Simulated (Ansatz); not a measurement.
Phases of Ca at 20 GPa

Structure types of Ca are relaxed in primitive cells with their symmetry kept at 20 GPa, first on PAW files, then by LAPW. The enthalpy is E + pV at zero temperature, without zero-point motion. Only the types listed were tried, and differences under about 5 meV/atom are mesh noise. The real phase may be another.

All numbers are LDA results (scalar-relativistic) from Ansatz 0.2.0, with Fermi–Dirac smearing of 0.08 eV, no spin polarisation. Methods: LAPW: all electrons, basis error target 0.5 meV/atom; PAW: frozen-core files, cutoff 420 eV.

k meshes: fcc 15×15×15, bcc 15×15×15, hcp 14×14×8, simple hexagonal 14×14×13, sc 13×13×13, beta tin 14×14×14.

The PAW files were made under PBE.

**Question.** Which type is lowest in enthalpy, and by how much?

**Answer.** bcc, 35 meV/atom below hcp. The whole table:

| start type | ends as | a, b, c (Å) | V (Å³/atom) | H − H(lowest), LAPW (meV/atom) | same, PAW |
| --- | --- | --- | --- | --- | --- |
| fcc | fcc, Fm-3m | 4.534, 4.534, 4.534 | 23.30 | 39.2 | 39.1 |
| bcc | bcc, Im-3m | 3.583, 3.583, 3.583 | 23.01 | 0.0 | 0.0 |
| hcp | hcp, P6_3/mmc | 3.167, 3.167, 5.300 | 23.02 | 34.6 | 34.6 |
| simple hexagonal | simple hexagonal, P6/mmm | 3.039, 3.039, 2.742 | 21.94 | 90.4 | 90.5 |
| sc | sc, Pm-3m | 2.769, 2.769, 2.769 | 21.22 | 152.8 | 152.9 |
| beta tin | beta tin, I4_1/amd | 5.426, 5.426, 2.918 | 21.48 | 72.2 | 72.5 |

**Question.** Split the lead of bcc over hcp into energy and pV.

**Answer.** For hcp less bcc: ΔE = +32.6 meV/atom, and p·ΔV = 20 GPa × +0.0156 Å³ × 6.242 meV/(GPa·Å³) = +1.9 meV/atom, together 34.5 meV/atom. bcc wins on both counts.
